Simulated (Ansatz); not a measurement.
Ti₂Ga:
```yaml
crystal:
  lattice:
    - [4.50306, 0.00000, 0.00000]
    - [-2.25153, 3.89976, 0.00000]
    - [0.00000, 0.00000, 5.45538]
  atoms:
    - { symbol: Ti, position: [0.66667, 0.33333, 0.25000] }
    - { symbol: Ti, position: [0.33333, 0.66667, 0.75000] }
    - { symbol: Ti, position: [0.00000, 0.00000, 0.00000] }
    - { symbol: Ti, position: [0.00000, 0.00000, 0.50000] }
    - { symbol: Ga, position: [0.66667, 0.33333, 0.75000] }
    - { symbol: Ga, position: [0.33333, 0.66667, 0.25000] }
```

Relaxed with r²SCAN. Special points in fractions of this cell's reciprocal vectors: Γ (0.000, 0.000, 0.000); M (0.500, 0.000, 0.000); K (0.333, 0.333, 0.000); A (0.000, 0.000, 0.500); L (0.500, 0.000, 0.500); H (0.333, 0.333, 0.500).

Problem. List the band energies nearest the Fermi level at these points for r²SCAN (plane waves, PAW; program Ansatz).

Solution. In eV from the Fermi level; about four levels below and three above (degenerate sets whole), none deeper than 8.9 eV; points with the same levels are listed once.

```json
[
 {"k": "Γ", "below": "-0.88 -0.88 -0.69 -0.69", "above": "1.61 1.61 1.92"},
 {"k": "M", "below": "-1.32 -1.30 -0.29 -0.09", "above": "0.21 0.78 1.00"},
 {"k": "K", "below": "-1.19 -0.34 0.00 0.00", "above": "0.07 0.92 1.08 1.08"},
 {"k": "A", "below": "-0.44 -0.44 -0.44 -0.44", "above": "1.43 1.43 2.50 2.50 2.50 2.50"},
 {"k": "L", "below": "-0.24 -0.24 -0.14 -0.14", "above": "0.84 0.84 1.38 1.38"},
 {"k": "H", "below": "-1.25 -1.25 -0.03 -0.03", "above": "0.03 0.03 0.64 0.64"}
]
```

Space group P6_3/mmc. The first step of the workflow began from a Materials Project structure, measured or hypothetical; the Crystallography Open Database files this formula in space group No. 194, but the cells were not matched. Its standing as an ambient phase is unchecked. The cell was relaxed with r²SCAN under the symmetry of its start; whether a distortion lowers the energy is not shown. No spin polarisation was allowed. Spin–orbit coupling is left out wherever it is not named.

Potentials: the earlier of the program's two PAW sets.
